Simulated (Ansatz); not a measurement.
Data:

Y$_{2}$MgSi$_{2}$:
```cif
data_Mg2Si4Y4
_chemical_formula_sum 'Y4 Mg2 Si4'
_space_group_name_H-M_alt 'P 1'
_space_group_IT_number 1
_cell_length_a 7.18527
_cell_length_b 7.18527
_cell_length_c 4.21641
_cell_angle_alpha 90.000
_cell_angle_beta 90.000
_cell_angle_gamma 90.000
loop_
_space_group_symop_operation_xyz
  'x, y, z'
loop_
_atom_site_label
_atom_site_type_symbol
_atom_site_fract_x
_atom_site_fract_y
_atom_site_fract_z
_atom_site_occupancy
Y1 Y 0.67885 0.17885 0.50000 1
Y2 Y 0.32115 0.82115 0.50000 1
Y3 Y 0.82115 0.67885 0.50000 1
Y4 Y 0.17885 0.32115 0.50000 1
Mg1 Mg 0.00000 0.00000 0.00000 1
Mg2 Mg 0.50000 0.50000 0.00000 1
Si1 Si 0.11735 0.61735 0.00000 1
Si2 Si 0.88265 0.38265 0.00000 1
Si3 Si 0.38265 0.11735 0.00000 1
Si4 Si 0.61735 0.88265 0.00000 1
```

This is the r²SCAN-relaxed structure.

All from plane-wave PAW r²SCAN (Ansatz code), unless another level is named. Predict the electronic character.

metallic (no gap).

Give the formation energy from the elements (no fitted shifts).

-802 meV/atom.

Give the density of states at the Fermi level.

0.28 states/eV per atom (mean over ±0.08 eV).

Space group P4/mbm. The first step of the workflow began from a Materials Project structure, measured or hypothetical; the Crystallography Open Database copy checked does not list it. Its standing as an ambient phase is unchecked. The r²SCAN relaxation kept the symmetry of its start; its stability against distortions is not shown here. The run is not spin-polarised. The references are the lowest solids computed at this level, not always the standard phases. Spin–orbit coupling is left out wherever it is not named.

Potentials: the later of the program's two PAW sets.
